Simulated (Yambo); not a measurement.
Material: BeTe (zinc blende, space group F-43m, No. 216) under isotropic strain of -0.5 % on all lattice vectors; a = b = c = 3.945 Å, α = β = γ = 60.00° (2 atoms in the cell). The PBEsol cell relaxed from Materials Project entry mp-252 was given an isotropic strain of -0.5 % on all lattice vectors, and the atoms were relaxed again.

With norm-conserving PBE (stringent potentials; Quantum ESPRESSO, 107 Ry, no spin-orbit coupling), the gap between the mesh's edge points (Γ → X) is 1.918 eV.

Q: Estimate the G0W0 gap between the same points from Yambo (4×4×4 Γ-centred k mesh, bands 6 to 200 and a 15 Ry block in the screening, 200 bands in G with the Bruneval-Gonze terminator, plasmon pole fitted at 27.2 eV).

A: The correction is 0.870 eV, giving 2.788 eV, 1.5 times the PBE value.  Convergence of the G0W0 settings was not tested. Spin-orbit coupling is left out, which matters for elements this heavy: edges can move by tenths of an eV.
